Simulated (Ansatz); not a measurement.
SnSe₂: do the settings matter for the field gradients?

Cell: a COD entry.

```cif
data_structure
_symmetry_space_group_name_H-M 'P 1'
_symmetry_Int_Tables_number 1
_cell_length_a 3.8110
_cell_length_b 3.8110
_cell_length_c 6.1360
_cell_angle_alpha 90.000
_cell_angle_beta 90.000
_cell_angle_gamma 120.000
_cell_volume 77.18
loop_
_atom_site_label
_atom_site_type_symbol
_atom_site_fract_x
_atom_site_fract_y
_atom_site_fract_z
_atom_site_occupancy
Sn1 Sn 0.00000 0.00000 0.00000 1
Se2 Se 0.33333 0.66667 0.24900 1
Se3 Se 0.66667 0.33333 0.75100 1
```

Atom numbers follow the list; atoms alike are taken as one site, whose name carries the number of the first.

Reference run. The numbers come from a DFT calculation in Ansatz (PBE, plane waves and PAW, scalar-relativistic, 420 eV cutoff, Γ-centred 13×13×7 k-points, Fermi–Dirac smearing 0.02 eV).

Question: The input is changed as follows: `basis.ecutrho_ratio`: not typed → 4; `hamiltonian.xc`: pbe → revpbe. What happens to V_zz (10²¹ V/m²) and η?

Answer: 

```json
{"site": "Sn", "atom": "1", "V_zz reference": "0.29", "η reference": "0.00", "V_zz changed": "0.25", "η changed": "0.00"}
{"site": "Se", "atom": "2", "V_zz reference": "-10.00", "η reference": "0.00", "V_zz changed": "-10.09", "η changed": "0.00"}
```

The largest change of V_zz is on Se, from -10.00 to -10.09. In per cent, |V_zz| changes by +1 on Se (all sites that start above 0.5). SCF iterations: 6 and 7.

On the reference run: The calculated pressure of 6 GPa (PBE) comes partly from the unrelaxed atoms: it is 2.6 GPa once they are relaxed in the same cell. The largest force is 0.8 eV/Å, so the atoms aren't at the calculated equilibrium and relaxing them would move these values. Without spin–orbit coupling (the program notes it for Sn) the gradients can shift somewhat, as the gap is small.
